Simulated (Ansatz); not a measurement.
Cl:
```yaml
crystal:
  lattice:
    - [0.00000, 2.19576, 2.19576]
    - [2.19576, 0.00000, 2.19576]
    - [2.19576, 2.19576, 0.00000]
  atoms:
    - { symbol: Cl, position: [0.00000, 0.00000, 0.00000] }
```

Relaxed with PBE. Special points in fractions of this cell's reciprocal vectors: Γ (0.000, 0.000, 0.000); X (0.500, 0.000, 0.500); U (0.625, 0.250, 0.625); K (0.375, 0.375, 0.750); L (0.500, 0.500, 0.500); W (0.500, 0.250, 0.750).

Problem. List the band energies nearest the Fermi level at these points for DFT-PBE in the program Ansatz with PAW potentials.

Solution. In eV from the Fermi level; about four levels below and three above (degenerate sets whole), none deeper than 8.9 eV; … stands for higher levels left out; points with the same levels are listed once.

```csv
k,below,above
Γ,–,…
X,-3.94,…
U,-3.31 -2.51,…
L,-4.46,…
W,-2.74 -2.74,…
```

Space group Fm-3m (fcc (Cu type)). A made-up cell: these elements were put on the sites of a structure type; neither database checked (COD, Materials Project) lists it. It is not the usual solid phase (space group No. 64). The cell was relaxed with PBE under the symmetry of its start; whether a distortion lowers the energy is not shown. The substance is a gas or liquid at ambient conditions. With an odd number of electrons in the cell and no spin polarisation, the count alone makes it a metal.

Potentials: the later of the program's two PAW sets.
